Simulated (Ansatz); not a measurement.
Input and command of a plane-wave DFT calculation in Ansatz:

```yaml
crystal:
  lattice:
    - [2.7797869938, 0.0, 0.0]
    - [-1.3898934969, 2.4073661537, 0.0]
    - [0.0, 0.0, 6.1963538749]
  atoms:
    - { symbol: V, position: [0.5947187079, 0.3333333333, 0.302115518] }
    - { symbol: V, position: [0.3333333333, 0.6666666667, 0.697884482] }
    - { symbol: "N", position: [0.0, 0.0, 0.5] }
    - { symbol: "N", position: [0.0, 0.0, 0.1074399115] }
    - { symbol: "N", position: [0.0, 0.0, 0.8925600885] }
basis:
  ecutwfc: 420
kpoints:
  mp_grid: { grid: [18, 18, 8] }
hamiltonian:
  xc: pbesol
scf:
  occupations: { method: gaussian, width: 0.15 }
output:
  forces: true
  stress: true
  eigenvalues: true
```

```bash
ansatz run input.yaml --threads 1 --pin off --max-ram 2560MiB --backend cpu --events-out ev --progress --plain --runs-dir out
```

Processor: Oxide Virtual Turin-like Processor (Zen 5), 1 thread, on a host shared with other jobs.

Question: Estimate time, memory and problem size.

Answer: About 76 s on 1 thread of Oxide Virtual Turin-like Processor (Zen 5), on a shared host, peak memory 1.3 GiB. It solves 26 bands at 1300 k points (the mesh reduced by symmetry) with about 813 plane waves, in 8 SCF iterations.
